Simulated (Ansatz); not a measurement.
The start is a relaxed Cr cell displaced along its unstable phonon at q = (½, ½, 0) of its primitive reciprocal cell (291i cm⁻¹), largest move 0.15 Å. The cell and all atomic positions are relaxed at zero pressure with r2SCAN (plane waves to 500 eV, PAW, scalar-relativistic; Ansatz, an electronic-structure program). The first steps use a coarse 14×14×14 k-mesh.

Starting cell:
```
Cr
1.0
    4.64007     0.00000     0.00000
    2.32003     2.32003     0.00000
    0.00000     0.00000     2.32003
Cr
2
Direct
  0.00000   0.00000   0.06465
  0.50000   0.00000   0.93535
```

```json
{
 "initial_pressure": "-2.5 GPa (negative: the cell is under tension)",
 "largest_initial_force": "1.70 eV/Å, on Cr1, Cr2 (atoms numbered as listed)",
 "energy_released": "0.94 eV/atom",
 "volume_change": "-9.2 %, from 12.49 to 11.34 Å³/atom",
 "relative_to_the_parent": "It does not go back: it reaches Im-3m (No. 229), bcc (W type), 1.08 eV/atom below the parent",
 "band_gap_at_the_end": "zero (metallic)",
 "optimiser_moves": "14"
}
```

Relaxed structure:

```cif
data_Cr2
_chemical_formula_sum 'Cr2'
_space_group_name_H-M_alt 'Im-3m'
_space_group_IT_number 229
_space_group_name_Hall '-I 4 2 3'
_cell_length_a 2.83087
_cell_length_b 2.83087
_cell_length_c 2.83087
_cell_angle_alpha 90.000
_cell_angle_beta 90.000
_cell_angle_gamma 90.000
loop_
_atom_site_label
_atom_site_type_symbol
_atom_site_symmetry_multiplicity
_atom_site_Wyckoff_symbol
_atom_site_fract_x
_atom_site_fract_y
_atom_site_fract_z
_atom_site_occupancy
Cr1 Cr 2 a 0.00000 0.00000 0.00000 1
```
(The calculation used a cell of 1 atom; values per cell refer to that cell.)

Final values are on a 23×23×23 k-mesh of the relaxed cell. No spin polarisation in the result. A magnetic state may lie lower.

The run could not lose the symmetry of its start.

Of the parent cell (Pm-3m (No. 221)): it is a generated cell of Cr: the first start was made by placing the elements on the sites of a structure type, and the end was not matched to a known phase here, so it may be hypothetical. Known forms of Cr include space group No. 229.
